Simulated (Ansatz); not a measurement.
Ansatz (a program for electronic structure) input:

Ansatz 0.2 input:
```yaml
crystal:
  lattice:
    - [4.0530525887, 0.0, 0.0]
    - [-2.0265262943, 3.5100465047, 0.0]
    - [0.0, 0.0, 5.0901284778]
  atoms:
    - { symbol: Te, position: [0.6666666667, 0.3333333333, 0.7328655409] }
    - { symbol: Te, position: [0.3333333333, 0.6666666667, 0.2671344591] }
    - { symbol: Pt, position: [0.0, 0.0, 0.0] }
kpoints:
  mp_grid: { grid: [9, 9, 6] }
  band_path:
    path:
      - [[0.0, 0.0, 0.0], [0.5, 0.0, 0.0], [0.3333333333, 0.3333333333, 0.0], [0.0, 0.0, 0.0], [0.0, 0.0, 0.5], [0.5, 0.0, 0.5], [0.3333333333, 0.3333333333, 0.5], [0.0, 0.0, 0.5]]  # Γ-M-K-Γ-A-L-H-A
      - [[0.5, 0.0, 0.5], [0.5, 0.0, 0.0]]  # L-M
      - [[0.3333333333, 0.3333333333, 0.5], [0.3333333333, 0.3333333333, 0.0]]  # H-K
    npoints: 8
basis: { ecutwfc: 600, xc_grid: 2 }
hamiltonian:
  xc: pbe
  dispersion: d3bj
  pseudopotentials: { azcp: { folder: ./paw }, kind: paw_fr }
magnetization: { noncollinear: true, spin_orbit: true }
scf:
  n_extra_bands: 12
  convergence: { dr2_threshold: 0.0000000001 }
  occupations: { method: gaussian, width: 0.05 }
output: { eigenvalues: true }
```

Output (shortened):

```
Pseudopotential: Te, paw, valence charge 16
Pseudopotential: Pt, paw, valence charge 18
Functional definition: PBE
non-collinear run that drives no moment, with spin-orbit …
Crystal: 3 atoms, lattice volume = 72.414 Å³
Basis set: ecut = 600 eV, 2391 PW (Γ), exchange–correlation on 72×72×90 points (8 copies of the dense FFT grid, shifted against one another)
Bands: 62, of which v1, the nominal top of the filled ones, is band 50 counted from 1 (49 counted from 0)
Symmetry: 12 space group operations + 12 with time reversal
k-points: 62 of 486
Projection manifold: j_resolved (fully-relativistic pseudo-atomic orbitals)
SCF iter   1: F=—  HF=-26528.717433 eV  |F-HF|=—  |Δ(HF+E_count)|=         —  Δρ=8.00e-2  dr2=6.36e0  dr2_m=0.00e0 (ungated)  ethr=3.10e-3  |M|=0.00e0 ∫|m|=0.00e0 μB  |m|>n=0.0e0 m-floor=0.0e0 τ_xc=0.0e0  β_m=0.30  ⟨swp⟩=9.4  Hψ=10130  notcnv=0  defer=36
preconditioner: auto → Resta (q_TF=auto, 2.565 Å⁻¹)
spin=Noncollinear: Resta preconditioning applied to the charge; magnetization (m_x, m_y, m_z) channels mix plain (no charge-response kernel on spin).
SCF iter   2: F=—  HF=-26527.716469 eV  |F-HF|=—  |Δ(HF+E_count)|=    1.00e0  Δρ=2.75e-2  dr2=3.88e-1  dr2_m=0.00e0 (ungated)  ethr=3.10e-3  |M|=0.00e0 ∫|m|=0.00e0 μB  |m|>n=0.0e0 m-floor=0.0e0 τ_xc=0.0e0  β_m=0.35  ⟨swp⟩=3.0  Hψ=3003  notcnv=0  defer=400
preconditioner: auto → Kerker (q_TF=auto, 2.565 Å⁻¹)
spin=Noncollinear: Kerker preconditioning applied to the charge; magnetization (m_x, m_y, m_z) channels mix plain (no charge-response kernel on spin).
SCF iter   3: F=—  HF=-26527.674681 eV  |F-HF|=—  |Δ(HF+E_count)|=   4.18e-2  Δρ=1.36e-2  dr2=8.51e-2  dr2_m=0.00e0 (ungated)  ethr=7.75e-4  |M|=0.00e0 ∫|m|=0.00e0 μB  |m|>n=0.0e0 m-floor=0.0e0 τ_xc=0.0e0  β_m=0.67  ⟨swp⟩=2.0  Hψ=2367  notcnv=0  defer=400
SCF iter   4: F=—  HF=-26527.677283 eV  |F-HF|=—  |Δ(HF+E_count)|=   2.60e-3  Δρ=2.25e-3  dr2=1.09e-2  dr2_m=0.00e0 (ungated)  ethr=1.70e-4  |M|=0.00e0 ∫|m|=0.00e0 μB  |m|>n=0.0e0 m-floor=0.0e0 τ_xc=0.0e0  β_m=0.79  ⟨swp⟩=2.2  Hψ=2096  notcnv=0  defer=400
SCF iter   5: F=—  HF=-26527.676145 eV  |F-HF|=—  |Δ(HF+E_count)|=   1.14e-3  Δρ=6.71e-4  dr2=6.59e-4  dr2_m=0.00e0 (ungated)  ethr=2.19e-5  |M|=0.00e0 ∫|m|=0.00e0 μB  |m|>n=0.0e0 m-floor=0.0e0 τ_xc=0.0e0  β_m=0.90  ⟨swp⟩=2.0  Hψ=2076  notcnv=0  defer=400
SCF iter   6: F=—  HF=-26527.676275 eV  |F-HF|=—  |Δ(HF+E_count)|=   1.30e-4  Δρ=2.48e-4  dr2=6.50e-5  dr2_m=0.00e0 (ungated)  ethr=1.32e-6  |M|=0.00e0 ∫|m|=0.00e0 μB  |m|>n=0.0e0 m-floor=0.0e0 τ_xc=0.0e0  β_m=0.95  ⟨swp⟩=2.0  Hψ=2419  notcnv=0  defer=400
SCF iter   7: F=—  HF=-26527.676289 eV  |F-HF|=—  |Δ(HF+E_count)|=   1.45e-5  Δρ=7.50e-5  dr2=7.29e-6  dr2_m=0.00e0 (ungated)  ethr=1.30e-7  |M|=0.00e0 ∫|m|=0.00e0 μB  |m|>n=0.0e0 m-floor=0.0e0 τ_xc=0.0e0  β_m=0.97  ⟨swp⟩=2.0  Hψ=2341  notcnv=0  defer=400
SCF iter   8: F=—  HF=-26527.676292 eV  |F-HF|=—  |Δ(HF+E_count)|=   2.71e-6  Δρ=1.67e-5  dr2=2.68e-7  dr2_m=0.00e0 (ungated)  ethr=1.46e-8  |M|=0.00e0 ∫|m|=0.00e0 μB  |m|>n=0.0e0 m-floor=0.0e0 τ_xc=0.0e0  β_m=0.97  ⟨swp⟩=2.0  Hψ=3023  notcnv=0  defer=400
SCF iter  12: F=-26527.676256 eV  HF=-26527.676256 eV  |F-HF|=0.00e0  |Δ(HF+E_count)|=  2.91e-10  Δρ=3.69e-7  dr2=8.49e-11  dr2_m=0.00e0 (ungated)  ethr=1.00e-12  |M|=0.00e0 ∫|m|=0.00e0 μB  |m|>n=0.0e0 m-floor=0.0e0 τ_xc=0.0e0  ⟨swp⟩=11.0  Hψ=7936  notcnv=0
SCF 1 converged in 12 iterations: F = -26527.676256 eV  dr2 = 8.49e-11
NSCF: frozen V_eff on 75 k-points
SCF converged after 12 iterations
Magnetization: |M| = 0.0000 μB,  M = (+0.0000, +0.0000, +0.0000) μB
Absolute magnetization: 0.0000 μB (∫|m|)
  site 0: m = (+0.0000, +0.0000, +0.0000) μB, |m| = 0.0000 μB  (R = 1.12 Å)
  site 1: m = (+0.0000, +0.0000, +0.0000) μB, |m| = 0.0000 μB  (R = 1.12 Å)
  site 2: m = (+0.0000, +0.0000, +0.0000) μB, |m| = 0.0000 μB  (R = 1.12 Å)
Free energy (F): -26527.676256 eV
Harris-Foulkes:  -26527.676256 eV  (|F-HF|=0.00e0)
Internal energy: -26527.675236 eV  (E = F + TS)
E sigma→0 (E₀):  -26527.675746 eV
Entropy (-TS):   -0.001019 eV (-0.340 meV/atom)
Fermi energy:    14.057559 eV
--- Per-component energies (eV) ---
  E_band       = -691.219261
  E_kinetic    = 929.137541
  E_local      = -5039.125128  (includes V_loc(G=0)·N_el)
  E_nonlocal   = 344.218798
  E_hartree    = 2328.990898
  E_xc         = -473.773346
  E_vxc        = -471.027079  (∫ρ·V_xc dr)
  E_paw        = -18864.485709  (= ΣΔE_a)
  E_vpaw       = -1112.405059  (= ΣTr[D̂ρ^β])
  E_aug_tail   = 0.000130  (compensation charges beyond the density's cutoff)
  E_ewald      = -5750.939442
  E_disp       = -1.698978  (pairwise vdW)
  E_smearing   = -0.001019  (= −TS)
  E_closure    = 0.000000  (closes the sum)
  Σ components = -26527.676256   (vs F -26527.676256, Δ=0.00e0)
  [band-id]    e_kinetic+e_local+e_nonlocal+2·e_hartree+e_vxc+e_vpaw+e_augmentation_tail = -691.219002   (vs E_band -691.219261, Δ=2.60e-4)
--- Band table (eV; the first three rows and the last of 62) ---
  k-point 0: bands = ["-84.9728", "-84.9728", "-50.2516", "-50.2516", "-35.3205", "-35.3205", "-35.2662", "-35.2662", "-24.3879", "-24.3879", "-24.3851", "-24.3851", "-24.3772", "-24.3772", "-24.3750", "-24.3750", "-22.9298", "-22.9298", "-22.9247", …
  k-point 1: bands = ["-84.9728", "-84.9728", "-50.2516", "-50.2516", "-35.3205", "-35.3205", "-35.2662", "-35.2662", "-24.3870", "-24.3870", "-24.3845", "-24.3845", "-24.3777", "-24.3777", "-24.3758", "-24.3758", "-22.9282", "-22.9282", "-22.9248", …
  k-point 2: bands = ["-84.9728", "-84.9728", "-50.2516", "-50.2516", "-35.3205", "-35.3205", "-35.2662", "-35.2662", "-24.3847", "-24.3847", "-24.3831", "-24.3831", "-24.3791", "-24.3791", "-24.3781", "-24.3781", "-22.9249", "-22.9249", "-22.9240", …
  k-point 61: bands = ["-84.9728", "-84.9728", "-50.2520", "-50.2520", "-35.3237", "-35.3237", "-35.2671", "-35.2671", "-24.3847", "-24.3847", "-24.3807", "-24.3807", "-24.3806", "-24.3806", "-24.3764", "-24.3764", "-22.9253", "-22.9253", "-22.9191", …
```

Cost: roughly 3 core-minutes on shared cores.

Space group P-3m1. The PBE+D3(BJ) relaxation kept the symmetry of its start. The run is not spin-polarised.

Potentials: the earlier of the program's two PAW sets.

Ansatz is a plane-wave DFT program.
